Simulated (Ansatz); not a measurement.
C:
```xyz
8
Lattice="-2.4456 3.8999 1.6552 2.4456 -3.8999 1.6552 2.4456 3.8999 -1.6552" Properties=species:S:1:pos:R:3 pbc="T T T"
C      1.2228     5.1583    -0.8276
C      1.2228     2.6416     0.8276
C     -1.2228     2.6416     0.8276
C      1.2228     1.2584     0.8276
C      2.4456     0.5672     1.2485
C      2.4456     3.3327     1.2485
C      0.0000     3.3327     0.4066
C      0.0000     0.5672     0.4066
```

Relaxed with PBE. Special points in fractions of this cell's reciprocal vectors: Γ (0.000, 0.000, 0.000); X (0.500, -0.500, 0.500); F0 (0.348, -0.348, 0.652); Σ0 (-0.348, 0.348, 0.348); Λ0 (0.295, 0.295, -0.295); G0 (0.705, -0.295, 0.295); R (0.000, 0.500, 0.000); W (0.250, 0.250, 0.250); S (0.500, 0.000, 0.000); T (0.000, 0.000, 0.500).

**Question.** List the band energies nearest the Fermi level at these points for PBE in the plane-wave PAW code Ansatz.

**Answer.** In eV from the Fermi level; about four levels below and three above (degenerate sets whole), none deeper than 8.9 eV; points with the same levels are listed once.

```csv
k,below,above
Γ,-2.46 -2.42 -1.22 -0.98,0.48 1.92 4.90
X,-4.58 -2.31 -2.16 -0.64,1.80 3.91 4.19
F0,-3.82 -2.50 -2.09 -0.75,0.91 3.76 3.99
Λ0,-4.44 -4.31 -1.74 -0.98,1.61 3.00 3.90
R,-5.07 -4.31 -3.50 -0.28,0.76 4.22 4.52
W,-4.62 -4.62 -2.10 -2.10,2.35 2.35 5.51 5.51
S,-4.38 -3.57 -1.88 -1.25,1.23 3.19 4.83
T,-2.96 -2.96 -1.55 -1.55,1.60 1.60 5.17 5.17
```

Space group Imma. The start of the workflow was typed in or built on a structure type; neither database checked (COD, Materials Project) lists it. It is not the phase usual at ambient conditions (space group No. 194, 227). Symmetry was held in the PBE relaxation; whether a distortion lowers the energy is not shown. The Fermi level of a semimetal is unsure by some 0.05 eV on such meshes.

Potentials: the later of the program's two PAW sets.
